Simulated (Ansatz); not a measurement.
**Br-81 nuclear quadrupole resonance in LiH4BrO2 with one atom moved**

Cell: a COD entry, relaxed with PBE at fixed cell and then changed (atom 3 (H) moved by 0.15 Å).

```
CELL_PARAMETERS angstrom
5.30010 0.00000 0.00000
2.64598 5.82412 0.00000
0.88667 2.71533 5.73390
ATOMIC_POSITIONS crystal
Li 0.30640 0.38535 0.48033
Li 0.69360 0.61465 0.51967
H 0.01837 0.88755 0.27785
H 0.96878 0.13820 0.72215
H 0.79651 0.34662 0.28165
H 0.20349 0.65338 0.71835
H 0.58486 0.61532 0.13142
H 0.41514 0.38468 0.86858
H 0.92654 0.76563 0.13429
H 0.07346 0.23437 0.86571
Br 0.24927 0.12358 0.22848
Br 0.75073 0.87642 0.77152
O 0.98427 0.72131 0.29385
O 0.01573 0.27869 0.70615
O 0.61682 0.47803 0.29001
O 0.38318 0.52197 0.70999
```

Sites (sets of like atoms) are named by element and the number of their first atom in this list.

The numbers come from a DFT calculation in Ansatz (PBE, plane waves and PAW (field gradients read without the response of the frozen cores, which leaves them typically 4 to 6 % off), scalar-relativistic, 420 eV cutoff, Γ-centred 5×4×4 k-points, Fermi–Dirac smearing 0.02 eV).

Br-81: I = 3/2, Q = 257.9 mb (year-2017 value). Static lattice, zero field.

Sites with a gradient: Br11 (atom 11; 4 H at 2.21–2.47 Å; also 2 Li at 2.91–3.02 Å); Br12 (atom 12; 4 H at 2.30–2.47 Å; also 2 Li at 2.91–3.02 Å).

Q: The simulated spectrum has lines at 11.9, 22.1 MHz. Sort them into the sets that belong together, and say which site each set most likely comes from.

A: For I = 3/2 there is one line, ν = (|C_Q|/2)(1 + η²/3)^½. Br11: 22.1 MHz (|C_Q| = 42.4 MHz, η = 0.53). Br12: 11.9 MHz (|C_Q| = 21.3 MHz, η = 0.85).

The sites follow from the calculation. Like point charges on the first shell alone (each adding as 1/d³) would give the same order.

The atoms aren't relaxed after the move (largest force 3.1 eV/Å).

Hardware: 1 thread of Intel Xeon Platinum 8488C (Sapphire Rapids) (x86_64; 16 cores open to the job, memory cap 3.0 GiB, no GPU), a shared host with a load of 0.3 a core. Wall time 24 s, CPU time 23 s, peak memory 0.58 GiB.
